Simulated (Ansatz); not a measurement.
Starting cell, MoS$_{2}$ (3R-MoS2 type, space group R3m):

```yaml
crystal:
  lattice:
    - [1.55780, 0.89940, 5.78545]
    - [-1.55780, 0.89940, 5.78545]
    - [0.00000, -1.79879, 5.78545]
  atoms:
    - { symbol: Mo, position: [0.00004, 0.00004, 0.00004] }
    - { symbol: S, position: [0.75647, 0.75647, 0.75647] }
    - { symbol: S, position: [0.57679, 0.57679, 0.57679] }
```

Scan: atom 3 (S, nearest neighbour Mo at 2.381 Å; its periodic images, 3.1 Å or more away, move with it) is displaced towards the nearest neighbour, direction (-0.654, -0.378, 0.655) in Cartesian axes, by s. The other atoms stay.

Method: PBEsol-D3(BJ) (plane waves to 420 eV, PAW, scalar-relativistic; Ansatz, a first-principles code). k mesh 10×10×10 (Γ-centred), Fermi-Dirac smearing 0.05 eV. E stands for the smeared free energy. Stress and pressure are positive under compression. Left out: 1 of 11 points, with atoms too close for the PAW data. As the smearing reaches across the gap at some points, energies and forces of such displacements shift with the k mesh and the smearing. F∥ is the force on the atom along that direction. F⊥ is the part of the force across the line. MoS2 is run without spin polarisation. MoS2 was relaxed with its symmetry unable to fall. This is one of several known forms of MoS2; the measured ambient cells at hand have space group No. 194. ΔE is measured from the undisplaced structure.

```tsv
s (Å)	ΔE (meV/cell)	|F⊥| (eV/Å)	F∥ (eV/Å)	P (GPa)
-0.480	980	1.375	3.135	-9.8
-0.384	688	1.175	2.915	-8.6
-0.288	425	0.935	2.532	-7.2
-0.192	208	0.658	1.955	-5.4
-0.096	57	0.345	1.136	-3.0
0.000	0	0.000	0.000	0.0
0.096	71	0.376	-1.551	3.9
0.192	315	0.781	-3.655	8.9
0.288	796	1.214	-6.486	15.4
0.384	1591	1.644	-10.247	23.7
```

Derived quantities:

The energy at s = 0.384 Å comes out as 1591 meV/cell and the force along the line at s = -0.480 Å is 3.13 eV/Å. The force constant k = d²E/ds² at s = 0 (finite differences) is 13.8 eV/Å². Symmetry of the curve: not even: the positive side lies higher at ±0.384 Å. Shape of the curve: a single well with its minimum at or next to zero displacement. Harmonic estimate at the end of the scan: ½ks² = 1017 meV/cell against the computed 1591 meV/cell, so the well is stiffer than harmonic there.

The 11 points together took about 7 core-minutes (a rough figure).

(For displaced atoms, the force is minus the slope of the energy, and its curvature is a force constant, which sets phonon frequencies.)
